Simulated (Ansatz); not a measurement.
This run works on a generated trial structure, not on a known crystal.

Input and command of a plane-wave DFT calculation in Ansatz:

```yaml
crystal:
  lattice:
    - [7.16229724, 0.0, 0.0]
    - [-3.58114862, 6.20273136, 0.0]
    - [0.0, 0.0, 5.95820607]
  atoms:
    - { symbol: Zr, position: [0.0, 0.0, 0.0] }
    - { symbol: Hf, position: [0.0, 0.5, 0.0] }
    - { symbol: Hf, position: [0.5, 0.0, 0.0] }
    - { symbol: Hf, position: [0.5, 0.5, 0.0] }
    - { symbol: S, position: [0.33333333, 0.16666667, 0.76395208] }
    - { symbol: S, position: [0.33333333, 0.66666667, 0.76395208] }
    - { symbol: S, position: [0.83333333, 0.16666667, 0.76395208] }
    - { symbol: S, position: [0.83333333, 0.66666667, 0.76395208] }
    - { symbol: S, position: [0.16666667, 0.33333333, 0.23604792] }
    - { symbol: S, position: [0.16666667, 0.83333333, 0.23604792] }
    - { symbol: S, position: [0.66666667, 0.33333333, 0.23604792] }
    - { symbol: S, position: [0.66666667, 0.83333333, 0.23604792] }
basis:
  ecutwfc: 420
kpoints:
  mp_grid: { grid: [3, 3, 4] }
hamiltonian:
  xc: pbe
scf:
  occupations: { method: gaussian, width: 0.1 }
  lower_state_search: "off"
output:
  forces: true
  stress: true
  eigenvalues: true
relax:
  adjacent_minimum: "off"
  f_tol: 0.04
  max_steps: 70
  cell: { stress_tol: 0.4 }
```

```bash
ansatz run input.yaml --threads 1 --pin off --max-ram 2560MiB --backend cpu --events-out ev --progress --plain --runs-dir out
```

Processor: Arm Neoverse V2, 1 thread, on a host shared with other jobs.

Estimate time, memory and problem size.

About 110 s, peak memory 0.64 GiB. It solves 83 bands at 10 k points (after reduction by symmetry) with about 6011 plane waves (on the last cell), in 50 SCF iterations over 7 ionic steps.
